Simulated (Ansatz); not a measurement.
Input and command of a plane-wave DFT calculation in Ansatz:

```yaml
crystal:
  lattice:
    - [6.6802223461, 0.0, 0.0]
    - [0.0, 6.6802223461, 0.0]
    - [0.0, 0.0, 6.047703171]
  atoms:
    - { symbol: Si, position: [0.2710537069, 0.0, 0.119142628] }
    - { symbol: Si, position: [0.0, 0.7289462931, 0.880857372] }
    - { symbol: Si, position: [0.0, 0.2710537069, 0.880857372] }
    - { symbol: Si, position: [0.7289462931, 0.0, 0.119142628] }
    - { symbol: Si, position: [0.0, 0.0, 0.5] }
    - { symbol: O, position: [0.2025466224, 0.0, 0.3672046908] }
    - { symbol: O, position: [0.0, 0.7974533776, 0.6327953092] }
    - { symbol: O, position: [0.0, 0.2025466224, 0.6327953092] }
    - { symbol: O, position: [0.7974533776, 0.0, 0.3672046908] }
    - { symbol: O, position: [0.1963445454, 0.1963445454, 0.0] }
    - { symbol: O, position: [0.1963445454, 0.8036554546, 0.0] }
    - { symbol: O, position: [0.8036554546, 0.1963445454, 0.0] }
    - { symbol: O, position: [0.8036554546, 0.8036554546, 0.0] }
    - { symbol: O, position: [0.5, 0.0, 0.1105787415] }
    - { symbol: O, position: [0.0, 0.5, 0.8894212585] }
basis:
  ecutwfc: 500
kpoints:
  mp_grid: { grid: [4, 4, 4] }
hamiltonian:
  xc: r2scan
scf:
  occupations: { method: gaussian, width: 0.02 }
output:
  forces: true
  stress: true
  eigenvalues: true
relax:
  adjacent_minimum: "off"
  f_tol: 0.01
  max_steps: 30
  cell: { stress_tol: 0.1, fix: [volume] }
```

```bash
ansatz run input.yaml --threads 4 --pin off --max-ram 10240MiB --backend cpu --events-out ev --progress --plain --runs-dir out
```

Processor: Oxide Virtual Turin-like Processor (Zen 5), 4 threads, on a host shared with other jobs.

Estimate time, memory and problem size.

About 71 s on 4 threads of Oxide Virtual Turin-like Processor (Zen 5), with other jobs on the host, peak memory 1.2 GiB. It solves 55 bands at 18 k points (the mesh reduced by symmetry) with about 6909 plane waves, in 43 SCF iterations over 8 ionic steps.
